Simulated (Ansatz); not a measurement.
AlBO3 (space group R-3c)

```
CELL_PARAMETERS angstrom
      2.23765     1.29191     4.57921
     -2.23765     1.29191     4.57921
      0.00000    -2.58382     4.57921
ATOMIC_POSITIONS crystal
  Al 0.50000 0.50000 0.50000
  Al 0.00000 0.00000 0.00000
  B  0.75000 0.75000 0.75000
  B  0.25000 0.25000 0.25000
  O  0.75000 0.44126 0.05874
  O  0.25000 0.55874 0.94126
  O  0.05874 0.75000 0.44126
  O  0.94126 0.25000 0.55874
  O  0.44126 0.05874 0.75000
  O  0.55874 0.94126 0.25000
```

This relaxed cell (volume V₀) is scaled evenly in all directions, its shape held. The atoms relax within the cell's symmetry.

The numbers are results of PBEsol (plane waves to 420 eV, PAW, scalar-relativistic; Ansatz, a first-principles code), not measurements. k mesh 9×9×9 (Γ-centred), Fermi-Dirac smearing 0.05 eV. The energy includes the smearing's −TS. With the shape held, the modulus is that of even scaling; a crystal free to change shape is softer. AlBO3 was relaxed with its symmetry unable to fall. The zero of ΔE is the relaxed starting cell.

```tsv
V (Å³/atom)	ΔE (meV/atom)
7.148	66.0
7.281	44.4
7.413	27.5
7.546	15.0
7.678	6.5
7.810	1.6
7.943	0.0
8.075	1.5
8.207	5.8
8.340	12.6
8.472	21.8
8.605	33.2
8.737	46.5
```

Question: What is the fitted pressure derivative B₀′?

Answer: 4.2.

Question: What bulk modulus at fixed cell shape B₀ follows from a third-order Birch-Murnaghan fit?

Answer: 222 GPa. Check by three points about V = 7.943 Å³/atom, step 0.132: d²E/dV² ≈ (1.6 − 2·0.0 + 1.5) meV / 0.132² = 0.177 eV/Å⁶, and V·d²E/dV² × 160.2 = 225 GPa.

(A scan under strain: stresses follow from slopes of the energy per volume, elastic moduli from its curvatures.)
